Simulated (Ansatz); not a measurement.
PbS:
```
PbS
1.0
    0.00000     2.96701     2.96701
    2.96701     0.00000     2.96701
    2.96701     2.96701     0.00000
Pb S
1 1
Direct
  0.00000   0.00000   0.00000
  0.50000   0.50000   0.50000
```

DFT-PBE+D3(BJ) in the program Ansatz with PAW potentials gives a gap of 0.36 eV without spin–orbit coupling, maximum at L, minimum at L.

Question: What happens when spin–orbit coupling is switched on?

Answer: The gap falls by 0.27 eV, to 0.09 eV; maximum at L, minimum at L.

Space group Fm-3m (rock salt). The PBE+D3(BJ) relaxation kept the symmetry of its start.

Potentials: the later of the program's two PAW sets.
